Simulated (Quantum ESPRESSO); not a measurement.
## SiAlGeON3 (a curve over strain)

A calculation, not a measurement. The program is pw.x of Quantum ESPRESSO 7.5 (plane-wave density functional theory). The cell is made up: 7 atoms on a wurtzite lattice with one site empty, with randomly drawn elements, strain and displacements, not relaxed. PseudoDojo standard norm-conserving files (v0.5 for PBE, v0.4.1 for LDA and PBEsol) set the functional; there is no spin polarisation, spin-orbit coupling or dispersion term, and the masses in the input are unused placeholders.

Seven runs add a strain to one cell (along z); the atoms follow the cell and are not relaxed. Stress in the table is positive in tension.

Input of the run at +0.0034:

```
&control calculation='scf', pseudo_dir='./dojo.nc.sr.pbe.v0_5.standard.upf', outdir='./o', disk_io='medium', tprnfor=.true., tstress=.true. /
&system ibrav=0, nat=7, ntyp=5, nbnd=27, ecutwfc=84.00895049, nosym=.true., tot_charge=0,
 occupations='smearing', smearing='fd', degauss=0.0018374661
/
&electrons conv_thr=7.350e-09, electron_maxstep=60, /
ATOMIC_SPECIES
Al 1.0 Al.upf
Ge 1.0 Ge.upf
N 1.0 N.upf
O 1.0 O.upf
Si 1.0 Si.upf
CELL_PARAMETERS angstrom
3.084 -0.0155 0.02
-0.0269 5.3182 0.0011
0.0325 0.0011 5.0481
ATOMIC_POSITIONS angstrom
Si -0.1166 -0.0339 -0.0234
Al 1.4758 2.5671 0.0024
Ge -0.0922 3.493 2.5693
O 0.0795 0.1359 2.0024
N 1.543 2.6234 1.8906
N 1.5899 0.9779 4.4471
N -0.0597 3.5072 4.4464
K_POINTS automatic
6 4 4 1 1 1
```

| added strain | free energy less that of the input shown (eV) | stress xx (GPa) | stress yy (GPa) | stress zz (GPa) | stress xy (GPa) | pressure (GPa) | next band up at Gamma (eV) | iterations |
| --- | --- | --- | --- | --- | --- | --- | --- | --- |
| -0.0166 | -0.0747 | 8.18 | 7.27 | 3.66 | -2.69 | -6.37 | 1.752 | 13 |
| -0.0085 | -0.0536 | 8.41 | 7.60 | 6.65 | -2.64 | -7.56 | 1.662 | 13 |
| -0.0044 | -0.0380 | 8.52 | 7.77 | 8.09 | -2.62 | -8.13 | 1.616 | 13 |
| +0.0034 | 0.0000 | 8.71 | 8.07 | 10.67 | -2.57 | -9.15 | 1.527 | 13 |
| +0.0140 | 0.0669 | 8.94 | 8.44 | 13.90 | -2.52 | -10.43 | 1.406 | 13 |
| +0.0184 | 0.1000 | 9.03 | 8.59 | 15.16 | -2.49 | -10.93 | 1.355 | 13 |
| +0.0212 | 0.1222 | 9.09 | 8.68 | 15.92 | -2.48 | -11.23 | 1.322 | 13 |

A cubic fit gives a slope of stress zz against the added strain of 330 GPa at zero added strain, with the atoms clamped. Across the table the free energy follows the integral of the stress to within 0.6 meV. A rerun of one of the cells at 1437 eV and a 8 x 6 x 6 mesh moved values by no more than 0.002 eV in energy, 0.02 GPa in stress and 0.003 eV/Å in force. The band column is the level of band 22 at Gamma less that of band 21, whose number is half the electron count, rounded up; it comes from a band step after each run.